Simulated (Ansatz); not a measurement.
Consider the following.

Cs (simple cubic, Pm-3m), a = 5.041 Å, b = 5.041 Å, c = 5.041 Å, α = 90.00°, β = 90.00°, γ = 90.00°.

This is the PBE-relaxed structure.

**Question.** All from the program Ansatz at the PBE level (PAW), unless another level is named. Estimate the density of states at the Fermi level.

**Answer.** 1.1 states/eV per atom (mean over ±0.08 eV).

**Question.** Next, the gap with spin–orbit coupling?

**Answer.** none (metallic).

A made-up cell: these elements were put on the sites of a structure type; neither database checked (COD, Materials Project) lists it. It is not the phase usual at ambient conditions (space group No. 229). The PBE relaxation kept the symmetry of its start. At this level the phase is mechanically unstable. Scalar-relativistic: spin–orbit coupling is off unless named, which matters more the heavier the elements.

Potentials: the later of the program's two PAW sets.
